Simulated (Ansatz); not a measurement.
# Data sheet: AlV (DFT)

AlV:
```xyz
2
Lattice="1.7456 -1.9636 0.0000 1.7456 1.9636 0.0000 0.0000 0.0000 4.0372" Properties=species:S:1:pos:R:3 pbc="T T T"
Al     0.0000     0.0000     0.0000
V      1.7456     0.0000     2.0186
```

Space group Cmmm (No. 65); conventional cell a = 3.4913 Å, b = 3.9273 Å, c = 4.0372 Å, α = β = γ = 90.00°.

Method: the program Ansatz at the PBEsol level (PAW). The cell and atoms are relaxed at this level. Other levels are named where they apply.

Cell and energy:

```
Item                                                          Result
-----------------------------------------------------  -------------
Volume per atom                                             13.84 Å³
Density                                                   4.68 g/cm³
Formation energy from the elements (no fitted shifts)  -0.21 eV/atom
```

Electronic structure:

```
Property                                                                    Result
------------------------------------  --------------------------------------------
Electronic character                                             metallic (no gap)
Density of states at the Fermi level  0.51 states/eV per atom (mean over ±0.08 eV)
```

Mechanics:

```
Property                                                                                                                                   Result
--------------------------------------------  ---------------------------------------------------------------------------------------------------
Bulk modulus (Birch–Murnaghan fit)                                                                                                      1530 kbar
Pressure derivative B′                                                                                                                        4.0
Elastic constants (relaxed ions, GPa)         C11 = 177, C22 = 250, C33 = 263, C12 = 149, C13 = 124, C23 = 74.9, C44 = 97.2, C55 = 153, C66 = 146
Mechanical stability                                                                                       stable (all eigenvalues of C positive)
Hill bulk and shear moduli                                                                                                       154 and 82.2 GPa
Young's modulus                                                                                                                           209 GPa
Poisson's ratio                                                                                                                              0.27
Debye temperature from the elastic constants                                                                                                579 K
```

Phonons:

```
Property                                        Value
-----------------------------  ----------------------
Highest zone-centre frequency                339 cm⁻¹
Zone-centre stability          no imaginary mode at Γ
```

The first step of the workflow began from a Materials Project structure, measured or hypothetical; the Crystallography Open Database copy checked does not list it. With Al and V taken as one species the cell has the higher symmetry I4/mmm, so it may be an ordered model of a mixed-site phase. Whether it is the stable phase at ambient conditions was not checked. The cell was relaxed with PBEsol under the symmetry of its start. No spin polarisation was allowed. As this level gives no gap, shear constants depend on the k-mesh and smearing (Fermi–Dirac, 0.1 eV here). As this level gives no gap, phonon frequencies hold no LO–TO term and depend on the k-mesh and smearing (Fermi–Dirac, 0.1 eV here). Axis ratios of metals converge slowly with the k-mesh, so a and c are less sure than the volume. The references are the lowest solids computed at this level, not always the standard phases.

Potentials: the later of the program's two PAW sets.
